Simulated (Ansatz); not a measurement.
Data:

MoIr3:
```cif
data_Ir3Mo
_chemical_formula_sum 'Ir3 Mo1'
_space_group_name_H-M_alt 'Pm-3m'
_space_group_IT_number 221
_space_group_name_Hall '-P 4 2 3'
_cell_length_a 3.86392
_cell_length_b 3.86392
_cell_length_c 3.86392
_cell_angle_alpha 90.000
_cell_angle_beta 90.000
_cell_angle_gamma 90.000
loop_
_atom_site_label
_atom_site_type_symbol
_atom_site_symmetry_multiplicity
_atom_site_Wyckoff_symbol
_atom_site_fract_x
_atom_site_fract_y
_atom_site_fract_z
_atom_site_occupancy
Ir1 Ir 3 c 0.00000 0.50000 0.50000 1
Mo1 Mo 1 a 0.00000 0.00000 0.00000 1
```

This is the r²SCAN-relaxed structure.

Problem. All from r²SCAN in the plane-wave PAW code Ansatz, unless another level is named. Give the Poisson's ratio.

Solution. 0.24.

Problem. What about the elastic constants (relaxed ions, GPa)?

Solution. C11 = 598, C12 = 242, C44 = 265.

The cell is a constructed one: a structure type filled with these elements; neither database checked (COD, Materials Project) lists it. COD files the formula under space group No. 194. Whether it is the stable phase at ambient conditions was not checked. The cell was relaxed with r²SCAN under the symmetry of its start; whether a distortion lowers the energy is not shown. No spin polarisation was allowed. As this level gives no gap, shear constants depend on the k-mesh and smearing (Fermi–Dirac, 0.1 eV here). Scalar-relativistic: spin–orbit coupling is off unless named, which matters more the heavier the elements.

Potentials: the earlier of the program's two PAW sets.
